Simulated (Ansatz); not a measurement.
Relaxed-ion elastic tensor of MgScAlO4 in space group R3m (No. 160; Pearson symbol hR7) in GPa (Voigt order), DFT-PBEsol in the program Ansatz with PAW potentials; density 3.54 g/cm³, 10.74 Å³ per atom.

```json
[
 {"": "1", "1": "277", "2": "132", "3": "117", "4": "-8.0", "5": "0.0", "6": "0.0"},
 {"": "2", "1": "132", "2": "277", "3": "117", "4": "8.0", "5": "0.0", "6": "0.0"},
 {"": "3", "1": "117", "2": "117", "3": "270", "4": "0.0", "5": "0.0", "6": "0.0"},
 {"": "4", "1": "-8.0", "2": "8.0", "3": "0.0", "4": "74.1", "5": "0.0", "6": "0.0"},
 {"": "5", "1": "0.0", "2": "0.0", "3": "0.0", "4": "0.0", "5": "74.1", "6": "-8.0"},
 {"": "6", "1": "0.0", "2": "0.0", "3": "0.0", "4": "0.0", "5": "-8.0", "6": "72.5"}
]
```

Is the crystal mechanically stable?

Yes: the smallest eigenvalue of C is 65.3 GPa.

Work out the Voigt, Reuss and Hill averages.

K_V = 173, K_R = 173, K_H = 173; G_V = 74.6, G_R = 73.8, G_H = 74.2 GPa.

Give Young's modulus, Poisson's ratio, Pugh's ratio and the universal anisotropy index.

E = 9KG/(3K + G) = 195 GPa; ν = 0.31; K/G = 2.33 (ductile by the Pugh limit of 1.75); A_U = 5G_V/G_R + K_V/K_R − 6 = 0.06.

Estimate the sound speeds and the Debye temperature.

v_l = √((K + 4G/3)/ρ) = 8770 m/s, v_t = √(G/ρ) = 4580 m/s, mean 5120 m/s; Θ = (h/k)(3n/4πV)^(1/3) v_m = 691 K.

Solve the Christoffel equation for the three sound speeds along x, y, z.

Eigenvalues of C_ijkl n_j n_l equal ρv² (piezoelectric stiffening left out). In km/s, slowest first: x 4.30, 4.79, 8.85; y 4.53, 4.57, 8.86; z 4.58, 4.58, 8.73.

How much does each axis shrink under pressure?

Linear compressibilities β_i = Σ_j S_ij (j = 1 to 3): x 1.8, y 1.8, z 2.1 per TPa.

The first step of the workflow began from a Materials Project structure, measured or hypothetical; the Crystallography Open Database copy checked does not list it. Its standing as an ambient phase is unchecked. Symmetry was held in the PBEsol relaxation; whether a distortion lowers the energy is not shown. The run is not spin-polarised.

Potentials: the later of the program's two PAW sets.
